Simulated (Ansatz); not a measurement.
HgS:
```
CELL_PARAMETERS angstrom
      4.03699     0.00000     0.00000
     -2.01850     3.49614     0.00000
      0.00000     0.00000     9.28108
ATOMIC_POSITIONS crystal
  Hg 0.68858 0.00000 0.66667
  Hg 0.00000 0.68858 0.33333
  Hg 0.31142 0.31142 0.00000
  S  0.51732 0.00000 0.16667
  S  0.00000 0.51732 0.83333
  S  0.48268 0.48268 0.50000
```

Relaxed with LDA. Special points in fractions of this cell's reciprocal vectors: Γ (0.000, 0.000, 0.000); M (0.500, 0.000, 0.000); K (0.333, 0.333, 0.000); A (0.000, 0.000, 0.500); L (0.500, 0.000, 0.500); H (0.333, 0.333, 0.500).

Question: List the band energies nearest the valence-band maximum at these points for LDA in the plane-wave PAW code Ansatz.

Answer: In eV from the valence-band maximum; about four levels below and three above (degenerate sets whole), none deeper than 8.9 eV; points with the same levels are listed once.

```json
[
 {"k": "Γ", "below": "-1.34 -0.47 -0.06 -0.06", "above": "0.97 3.03 3.03"},
 {"k": "M", "below": "-2.39 -1.32 -0.89 -0.79", "above": "1.28 2.58 2.79"},
 {"k": "K", "below": "-2.92 -2.92 -1.59 -0.94 -0.94", "above": "2.04 2.49 2.49"},
 {"k": "A", "below": "-1.46 -1.46 -0.12 -0.03 -0.03", "above": "1.97 1.97 2.67"},
 {"k": "L", "below": "-2.02 -1.99 -0.87 -0.81", "above": "1.61 2.22 2.92"},
 {"k": "H", "below": "-2.35 -2.35 -2.19 -0.64", "above": "2.43 3.16 3.16"}
]
```

Space group P3_221. Symmetry was held in the LDA relaxation. A crystal of weakly bound chains computed without a dispersion correction: the cell and the soft elastic constants depend strongly on that. Spin–orbit coupling is left out wherever it is not named.

Potentials: the later of the program's two PAW sets.
